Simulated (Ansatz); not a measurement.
Input:

BeTe:
Space group F-43m (No. 216); a = 5.664 Å, b = 5.664 Å, c = 5.664 Å, α = 90.00°, β = 90.00°, γ = 90.00°

```tsv
atom	site	symmetry	x	y	z
Te	4c	-43m	0.2500	0.2500	0.2500
Be	4a	-43m	0.0000	0.0000	0.0000
```
(The calculation used a cell of 2 atoms; values per cell refer to that cell.)

This is the PBE-relaxed structure.

**Question.** All from DFT-PBE in the program Ansatz with PAW potentials, unless another level is named. Give the hole effective mass, band 1 of 3 at the edge.

**Answer.** 0.35 along [100], 2.6 along [110], 0.84 along [111] (mₑ).

**Question.** Predict the hole effective mass with spin–orbit coupling, band 2 of 2 at the edge.

**Answer.** 0.21 along [100], 0.16 along [110], 0.15 along [111] (mₑ).

**Question.** Give the electron effective mass with spin–orbit coupling.

**Answer.** 0.26, 0.26, 1.9 mₑ (principal values).

**Question.** What about the conduction-band minimum?

**Answer.** at X (3 equivalent valleys).

The PBE relaxation kept the symmetry of its start; of distortions, only those at the zone centre were tested. Spin–orbit coupling is left out wherever it is not named.

Potentials: the later of the program's two PAW sets.

Edges and masses are those of Kohn–Sham bands, whose gap is no quasiparticle gap.
